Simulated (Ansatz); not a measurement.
All numbers below come from Ansatz 0.2.0, DFT PBE, scalar-relativistic, plane waves, PAW. Settings: cutoff 420 eV, Γ-centred meshes spaced at most about 0.3 Å⁻¹, and about 0.25 Å⁻¹ or finer for metals (2π included), Gaussian smearing. No spin polarisation in the final relaxations.

All energies are static (0 K, no zero-point motion).

Two relaxed structures of In4P:

A.

```
CELL_PARAMETERS angstrom
-3.29900 3.29900 3.29900
3.29900 -3.29900 3.29900
3.29900 3.29900 -3.29900
ATOMIC_POSITIONS crystal
In 0.00000 0.00000 0.50000
In 0.50000 0.00000 0.00000
In 0.00000 0.50000 0.00000
In 0.50000 0.50000 0.50000
P 0.00000 0.00000 0.00000
```

B.

```
CELL_PARAMETERS angstrom
5.53195 0.00000 0.00000
0.00000 5.53195 0.00000
0.00000 0.00000 5.53195
ATOMIC_POSITIONS crystal
In 0.50000 0.00000 0.00000
In 0.00000 0.50000 0.00000
In 0.00000 0.00000 0.50000
In 0.00000 0.00000 0.00000
P 0.50000 0.50000 0.50000
```

Question: Which would you expect to be lower, and how large is the difference?

Answer: A is lower, by 0.51 eV/atom. A has space group Im-3m (No. 229), 28.7 Å³/atom and no gap on its mesh; B has space group Pm-3m (No. 221), 33.9 Å³/atom and no gap. Counting In atoms around P (those within 1.25 times the shortest such distance or 1.15 times the sum of covalent radii, 1.27 where that leaves under three; a plus sign parts nearer from farther groups; the shortest distance is added where it exceeds 1.18 times the sum of covalent radii), A has P 8 and B has P 12+8 from 3.9 Å. The denser one is the lower, and pressure would at first widen the difference. Even the lower one lies +0.22 eV/atom against the reference forms of the elements (uncorrected), so neither is stable at this level. Both come from invented guesses.

P stands nearly free of neighbours here, and without spin polarisation the energy of such atoms comes out too high. A magnetic state wasn't ruled out in cells without spin, among them Im-3m, Pm-3m. Cells relaxed within their symmetry can be saddle points.
